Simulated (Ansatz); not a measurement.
**MgTeW₃O₁₂: a ladder of calculations**

Cell of run 1: a computed structure from the Materials Project (it need not be an observed phase), atoms as given.

```xyz
17
Lattice="5.1969 0.0000 0.0000 0.0393 5.7413 0.0000 0.0798 0.9684 7.7764" Properties=species:S:1:pos:R:3 pbc="T T T"
Mg    2.5871    0.9465    2.3339
Te    2.7191    3.6087    4.0973
W     0.0936    6.2542    4.1562
W     2.6199    3.1432    0.0042
W     5.1549    0.2161    0.0997
O     3.6157    1.2955    4.1503
O     4.5316    5.8971    1.8343
O     3.8869    5.4587    7.4022
O     4.4671    4.4476    4.3159
O     1.1888    4.2549    0.3928
O     3.1527    2.8153    1.7341
O     2.1112    3.7954    5.9426
O     4.1633    2.5697    7.3264
O     0.9807    1.8431    3.2979
O     1.5061    1.2232    0.4583
O     0.5564    0.8260    5.8963
O     1.7419    5.1582    3.4185
```

Atoms are numbered from 1 in the order listed; like atoms form one site, named after its first atom.

Relaxed positions (PBE, cell held):

```
CELL_PARAMETERS angstrom
5.19692 0.00000 0.00000
0.03930 5.74133 0.00000
0.07981 0.96837 7.77642
ATOMIC_POSITIONS crystal
Mg 0.48995 0.11442 0.29997
Te 0.51551 0.54259 0.53059
W 0.00371 0.99783 0.54312
W 0.49874 0.56398 0.99956
W 0.98795 0.04849 0.01470
O 0.69171 0.12790 0.53428
O 0.84908 0.98758 0.22721
O 0.72352 0.79529 0.94793
O 0.85248 0.68091 0.55324
O 0.22137 0.73115 0.04884
O 0.59654 0.45161 0.21516
O 0.39473 0.52442 0.76746
O 0.79268 0.29351 0.93815
O 0.17795 0.23801 0.42602
O 0.28328 0.19531 0.06194
O 0.09666 0.01481 0.76022
O 0.32416 0.82141 0.44355
```

All runs are DFT with Ansatz 0.2.0 (plane waves and PAW, scalar-relativistic unless spin–orbit coupling is named, Γ-centred meshes, Fermi–Dirac smearing where given) in this cell.

Run 1: PBE, atoms as given; 420 eV, 5×4×3 k-points, smearing 0.02 eV.
Run 2: PBE, atoms relaxed; 420 eV, 5×4×3 k-points, smearing 0.02 eV.
Run 3: r2SCAN, at the relaxed atoms; 500 eV, 5×4×3 k-points, smearing 0.02 eV.

| run | Te V_zz (η) | W4 V_zz (η) | W5 V_zz (η) |
| --- | --- | --- | --- |
| 1 | -26.0 (0.17) | -38.5 (0.37) | -4.51 (0.88) |
| 2 | -29.8 (0.24) | -41.8 (0.43) | -9.02 (0.97) |
| 3 | ? | ? | ? |

V_zz in 10²¹ V/m²; 3 of the 17 sets of like atoms are followed.

(1) Estimate the row of run 3.

Results:

(1) Te: -32.6 (0.21); W4: -43.0 (0.43); W5: -8.92 (0.94). It lies nearest to run 2, from whose tensors on these sites it differs by 2.83 at most (largest principal value of the difference, on Te). Taken one at a time, the positions of the atoms (as given or relaxed) move the tensors on these sites by up to 9.50 (largest principal value of the change, on W5), the functional (r2SCAN with its higher cutoff) by 2.83 (Te).

Without spin–orbit coupling the gradients at and beside Te and W can be off by some per cent, at some sites by more. In runs 1, 3 the atoms aren't at the calculated equilibrium (largest force 1.5, 0.70 eV/Å).
